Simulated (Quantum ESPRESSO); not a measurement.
# Si3O4FN: one run as intended and one with a planted mistake

Simulated, not a measurement. The program is pw.x of Quantum ESPRESSO 7.5 (plane-wave density functional theory). The cell is made up: 9 atoms on a quartz lattice, with randomly drawn elements, strain and displacements, not relaxed. PseudoDojo standard norm-conserving files (v0.5 for PBE, v0.4.1 for LDA and PBEsol) set the functional; there is no spin polarisation, spin-orbit coupling or dispersion term, and the masses in the input are unused placeholders.

Intended input:

```
&control calculation='scf', pseudo_dir='./dojo.nc.sr.pbe.v0_5.standard.upf', outdir='./o', disk_io='medium', tprnfor=.true., tstress=.true. /
&system ibrav=0, nat=9, ntyp=4, nbnd=30, ecutwfc=84.00895049, nosym=.true., tot_charge=0,
 occupations='smearing', smearing='fd', degauss=0.0018374661
/
&electrons conv_thr=7.350e-09, electron_maxstep=60, /
ATOMIC_SPECIES
F 1.0 F.upf
N 1.0 N.upf
O 1.0 O.upf
Si 1.0 Si.upf
CELL_PARAMETERS angstrom
5.1379 0.0 0.0
-2.5689 4.4495 0.0
0.0 0.0 5.6394
ATOMIC_POSITIONS angstrom
Si 2.3745 -0.0453 3.8214
Si -1.2752 2.0325 1.8872
Si 1.3572 2.344 -0.0689
O 1.4286 1.1334 4.4285
F 3.4084 0.6843 2.5052
O 2.8751 2.557 0.6699
O 0.3136 1.7793 1.2128
O -1.1518 3.287 3.0841
N 0.8111 3.8174 4.9835
K_POINTS automatic
5 5 4 1 1 1
```

The log is shortened where brackets say so; the opening notice, blank lines, dates and the lines on written files are dropped, and the path of the files is cut. It prints rydbergs, bohrs and kilobars, and counts compression as positive stress. Where no state is partly filled, the Fermi energy that it prints is only some level between the filled and the empty states on the mesh, and need not lie in the true gap.

Log of the intended run:

```
     Program PWSCF v.7.5
     Parallel version (MPI & OpenMP), running on       1 processor cores
     Number of MPI processes:                 1
     Threads/MPI process:                     1
     [start-up lines left out]
     bravais-lattice index     =            0
     lattice parameter (alat)  =       9.7092  a.u.
     unit-cell volume          =     870.0142 (a.u.)^3
     number of atoms/cell      =            9
     number of atomic types    =            4
     number of electrons       =        48.00
     number of Kohn-Sham states=           30
     kinetic-energy cutoff     =      84.0090  Ry
     charge density cutoff     =     336.0358  Ry
     scf convergence threshold =      7.3E-09
     mixing beta               =       0.7000
     number of iterations used =            8  plain     mixing
     Exchange-correlation= PBE
                           (   1   4   3   4   0   0   0)
     [axes and pseudopotential details left out]
   Cartesian axes
     site n.     atom                  positions (alat units)
         1        Si     tau(   1) = (   0.4621538  -0.0088168   0.7437669  )
         2        Si     tau(   2) = (  -0.2481948   0.3955896   0.3673096  )
         3        Si     tau(   3) = (   0.2641546   0.4562175  -0.0134101  )
         4        O      tau(   4) = (   0.2780513   0.2205960   0.8619280  )
         5        F      tau(   5) = (   0.6633839   0.1331867   0.4875922  )
         6        O      tau(   6) = (   0.5595866   0.4976741   0.1303840  )
         7        O      tau(   7) = (   0.0610366   0.3463088   0.2360497  )
         8        O      tau(   8) = (  -0.2241772   0.6397555   0.6002647  )
         9        N      tau(   9) = (   0.1578661   0.7429884   0.9699488  )
     number of k points=    50  Fermi-Dirac smearing, width (Ry)=  0.0018
                       cart. coord. in units 2pi/alat
        k(    1) = (   0.1000000   0.1732060   0.1138840), wk =   0.0400000
        k(    2) = (   0.1000000   0.1732060   0.3416520), wk =   0.0400000
     [further k points left out]
     Dense  grid:    90447 G-vectors     FFT dimensions: (  60,  60,  64)
     Estimated max dynamical RAM per process >     115.63 MB
     Initial potential from superposition of free atoms
     starting charge      47.9981, renormalised to      48.0000
     Starting wfcs are   36 randomized atomic wfcs
     total cpu time spent up to now is       14.6 secs
     per-process dynamical memory:    70.7 Mb
     Self-consistent Calculation
     iteration #  1     ecut=    84.01 Ry     beta= 0.70
     Davidson diagonalization with overlap
     ethr =  1.00E-02,  avg # of iterations =  3.0
     total cpu time spent up to now is       45.2 secs
     total energy              =    -227.18532688 Ry
     estimated scf accuracy    <       2.60903766 Ry
     iteration #  2     ecut=    84.01 Ry     beta= 0.70
     Davidson diagonalization with overlap
     ethr =  5.44E-03,  avg # of iterations =  3.1
     total cpu time spent up to now is       71.7 secs
     total energy              =    -227.75693228 Ry
     estimated scf accuracy    <       2.69097163 Ry
     [iterations 3 to 10 left out]
     iteration # 11     ecut=    84.01 Ry     beta= 0.70
     Davidson diagonalization with overlap
     ethr =  2.24E-09,  avg # of iterations =  2.2
     total cpu time spent up to now is      311.9 secs
     total energy              =    -228.31597100 Ry
     estimated scf accuracy    <       0.00000003 Ry
     iteration # 12     ecut=    84.01 Ry     beta= 0.70
     Davidson diagonalization with overlap
     ethr =  5.31E-11,  avg # of iterations =  3.4
     total cpu time spent up to now is      333.9 secs
     End of self-consistent calculation
     [lines on levels left out]
     the Fermi energy is     4.4838 ev
!    total energy              =    -228.31597101 Ry
     estimated scf accuracy    <          3.0E-09 Ry
     smearing contrib. (-TS)   =       0.00000000 Ry
     internal energy E=F+TS    =    -228.31597101 Ry
     The total energy is F=E-TS. E is the sum of the following terms:
     one-electron contribution =    -116.31936168 Ry
     hartree contribution      =      82.02900148 Ry
     xc contribution           =     -60.42563811 Ry
     ewald contribution        =    -133.59997270 Ry
     convergence has been achieved in  12 iterations
     Forces acting on atoms (cartesian axes, Ry/au):
     atom    1 type  4   force =    -0.03009728   -0.09665007    0.15540059
     atom    2 type  4   force =     0.17082640    0.25818068   -0.15411431
     atom    3 type  4   force =    -0.04549524    0.04161443    0.02661691
     atom    4 type  3   force =     0.01712787    0.01239864   -0.03145219
     atom    5 type  1   force =    -0.03850885   -0.09810547    0.04325556
     atom    6 type  3   force =    -0.01229021   -0.04923459    0.04830315
     atom    7 type  3   force =    -0.06270534    0.01158920    0.02383515
     atom    8 type  3   force =    -0.01226906   -0.06548230   -0.08643409
     atom    9 type  2   force =     0.01341170   -0.01431051   -0.02541076
     Total force =     0.442034     Total SCF correction =     0.000086
     Computing stress (Cartesian axis) and pressure
          total   stress  (Ry/bohr**3)                   (kbar)     P=      -81.52
  -0.00075905   0.00014998   0.00003581         -111.66       22.06        5.27
   0.00014998  -0.00021038  -0.00039396           22.06      -30.95      -57.95
   0.00003581  -0.00039396  -0.00069309            5.27      -57.95     -101.96
     init_run     :     13.58s CPU     14.44s WALL (       1 calls)
     electrons    :    306.10s CPU    319.37s WALL (       1 calls)
     forces       :      3.77s CPU      3.84s WALL (       1 calls)
     stress       :     14.45s CPU     14.52s WALL (       1 calls)
     [timing details left out]
     PWSCF        :   5m38.11s CPU   5m52.66s WALL
     JOB DONE.
```

A second run has one planted mistake: the plane-wave cutoff is too low. The input lines that differ, file-writing options aside:

```
- &system ibrav=0, nat=9, ntyp=4, nbnd=30, ecutwfc=84.00895049, nosym=.true., tot_charge=0,
+ &system ibrav=0, nat=9, ntyp=4, nbnd=30, ecutwfc=53.13951987, nosym=.true., tot_charge=0,
```

Its log:

```
     Program PWSCF v.7.5
     Parallel version (MPI & OpenMP), running on       1 processor cores
     Number of MPI processes:                 1
     Threads/MPI process:                     1
     [start-up lines left out]
     bravais-lattice index     =            0
     lattice parameter (alat)  =       9.7092  a.u.
     unit-cell volume          =     870.0142 (a.u.)^3
     number of atoms/cell      =            9
     number of atomic types    =            4
     number of electrons       =        48.00
     number of Kohn-Sham states=           30
     kinetic-energy cutoff     =      53.1395  Ry
     charge density cutoff     =     212.5581  Ry
     scf convergence threshold =      7.3E-09
     mixing beta               =       0.7000
     number of iterations used =            8  plain     mixing
     Exchange-correlation= PBE
                           (   1   4   3   4   0   0   0)
     [axes and pseudopotential details left out]
   Cartesian axes
     site n.     atom                  positions (alat units)
         1        Si     tau(   1) = (   0.4621538  -0.0088168   0.7437669  )
         2        Si     tau(   2) = (  -0.2481948   0.3955896   0.3673096  )
         3        Si     tau(   3) = (   0.2641546   0.4562175  -0.0134101  )
         4        O      tau(   4) = (   0.2780513   0.2205960   0.8619280  )
         5        F      tau(   5) = (   0.6633839   0.1331867   0.4875922  )
         6        O      tau(   6) = (   0.5595866   0.4976741   0.1303840  )
         7        O      tau(   7) = (   0.0610366   0.3463088   0.2360497  )
         8        O      tau(   8) = (  -0.2241772   0.6397555   0.6002647  )
         9        N      tau(   9) = (   0.1578661   0.7429884   0.9699488  )
     number of k points=    50  Fermi-Dirac smearing, width (Ry)=  0.0018
                       cart. coord. in units 2pi/alat
        k(    1) = (   0.1000000   0.1732060   0.1138840), wk =   0.0400000
        k(    2) = (   0.1000000   0.1732060   0.3416520), wk =   0.0400000
     [further k points left out]
     Dense  grid:    45517 G-vectors     FFT dimensions: (  45,  45,  50)
     Estimated max dynamical RAM per process >      59.00 MB
     Check: negative core charge=   -0.000069
     Initial potential from superposition of free atoms
     starting charge      47.9981, renormalised to      48.0000
     Starting wfcs are   36 randomized atomic wfcs
     total cpu time spent up to now is        5.9 secs
     per-process dynamical memory:    38.7 Mb
     Self-consistent Calculation
     iteration #  1     ecut=    53.14 Ry     beta= 0.70
     Davidson diagonalization with overlap
     ethr =  1.00E-02,  avg # of iterations =  3.0
     total cpu time spent up to now is       19.5 secs
     total energy              =    -227.07588013 Ry
     estimated scf accuracy    <       2.48299604 Ry
     iteration #  2     ecut=    53.14 Ry     beta= 0.70
     Davidson diagonalization with overlap
     ethr =  5.17E-03,  avg # of iterations =  3.2
     total cpu time spent up to now is       31.5 secs
     total energy              =    -227.59787423 Ry
     estimated scf accuracy    <       2.56420597 Ry
     [iterations 3 to 10 left out]
     iteration # 11     ecut=    53.14 Ry     beta= 0.70
     Davidson diagonalization with overlap
     ethr =  1.66E-09,  avg # of iterations =  2.2
     total cpu time spent up to now is      152.1 secs
     total energy              =    -228.14049730 Ry
     estimated scf accuracy    <       0.00000002 Ry
     iteration # 12     ecut=    53.14 Ry     beta= 0.70
     Davidson diagonalization with overlap
     ethr =  4.92E-11,  avg # of iterations =  3.0
     total cpu time spent up to now is      166.5 secs
     End of self-consistent calculation
     [lines on levels left out]
     the Fermi energy is     4.4549 ev
!    total energy              =    -228.14049731 Ry
     estimated scf accuracy    <          3.0E-09 Ry
     smearing contrib. (-TS)   =       0.00000000 Ry
     internal energy E=F+TS    =    -228.14049731 Ry
     The total energy is F=E-TS. E is the sum of the following terms:
     one-electron contribution =    -115.95612558 Ry
     hartree contribution      =      81.77286556 Ry
     xc contribution           =     -60.35726457 Ry
     ewald contribution        =    -133.59997271 Ry
     convergence has been achieved in  12 iterations
     Forces acting on atoms (cartesian axes, Ry/au):
     atom    1 type  4   force =    -0.02972465   -0.09650556    0.15505581
     atom    2 type  4   force =     0.17071847    0.25809358   -0.15396569
     atom    3 type  4   force =    -0.04550463    0.04144314    0.02673486
     atom    4 type  3   force =     0.01660076    0.01106059   -0.03139503
     atom    5 type  1   force =    -0.03777625   -0.09692265    0.04168269
     atom    6 type  3   force =    -0.01180366   -0.04958915    0.04807106
     atom    7 type  3   force =    -0.06249692    0.01073060    0.02369198
     atom    8 type  3   force =    -0.01333430   -0.06476934   -0.08471397
     atom    9 type  2   force =     0.01332117   -0.01354122   -0.02516172
     Total force =     0.440660     Total SCF correction =     0.000081
     Computing stress (Cartesian axis) and pressure
          total   stress  (Ry/bohr**3)                   (kbar)     P=     -247.87
  -0.00189408   0.00016200   0.00002361         -278.63       23.83        3.47
   0.00016200  -0.00133690  -0.00039786           23.83     -196.66      -58.53
   0.00002361  -0.00039786  -0.00182397            3.47      -58.53     -268.31
     init_run     :      5.44s CPU      5.79s WALL (       1 calls)
     electrons    :    157.46s CPU    160.62s WALL (       1 calls)
     forces       :      2.67s CPU      2.71s WALL (       1 calls)
     stress       :      9.37s CPU      9.45s WALL (       1 calls)
     [timing details left out]
     PWSCF        :   2m55.07s CPU   2m58.83s WALL
     JOB DONE.
```

```
                                            intended run  run with the mistake
                          free energy (eV)     -3106.397             -3104.010
                    smearing term -TS (eV)        0.0000                0.0000
                            pressure (GPa)         -8.15                -24.79
            largest force component (eV/Å)         6.638                 6.636
largest change of a force component (eV/Å)                               0.044
                                iterations            12                    12
```

For scale, a rerun of the intended cell at 1437 eV and a 7 x 7 x 6 mesh moved values by no more than 0.002 eV in energy, 0.02 GPa in stress and 0.002 eV/Å in force.